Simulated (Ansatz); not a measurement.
Starting cell, InAs (zinc blende):

```yaml
crystal:
  lattice:
    - [0.00000, 6.18632, 6.18632]
    - [3.09316, 0.00000, 3.09316]
    - [3.09316, 3.09316, 0.00000]
  atoms:
    - { symbol: As, position: [0.37500, 0.75000, 0.75000] }
    - { symbol: As, position: [0.87500, 0.75000, 0.75000] }
    - { symbol: In, position: [0.00000, 0.00000, 0.00000] }
    - { symbol: In, position: [0.50000, 0.00000, 0.00000] }
```

In each cell atom 4 (In, nearest neighbour As at 2.679 Å; its periodic images, 4.4 Å or more away, move with it) moves by s·(0.577, 0.577, 0.577) (along Cartesian [111]), the rest being held.

The numbers are results of PBE (plane waves to 420 eV, PAW, scalar-relativistic; Ansatz, a first-principles code), not measurements. k mesh 4×8×8 (Γ-centred), Fermi-Dirac smearing 0.05 eV. The energy includes the smearing's −TS. With partly filled bands, energies and forces of such displacements shift with the k mesh and the smearing. At this level the bands of InAs touch or barely overlap; measurements give the solid a gap. InAs was relaxed with its symmetry unable to fall. The zero of ΔE is the undisplaced structure. The last digit holds for this mesh only.

| s (Å) | ΔE (meV/cell) |
|---|---|
| -0.540 | 1775.2 |
| -0.432 | 994.9 |
| -0.324 | 493.7 |
| -0.216 | 194.6 |
| -0.108 | 43.2 |
| 0.000 | 0.0 |
| 0.108 | 34.3 |
| 0.216 | 122.8 |
| 0.324 | 247.3 |
| 0.432 | 391.7 |
| 0.540 | 543.1 |

**Question.** What force constant k = d²E/ds² at s = 0 does the table give?

**Answer.** 6.6 eV/Å². It is the second difference of the nearest points, corrected with the next pair.

**Question.** With k = 6.60 eV/Å² from the forces, is the well harmonic out to s = 0.540 Å?

**Answer.** ½ks² = 962 meV/cell against the computed 543 meV/cell, so the well is softer than harmonic there.

(For displaced atoms, the force is minus the slope of the energy, and its curvature is a force constant, which sets phonon frequencies.)
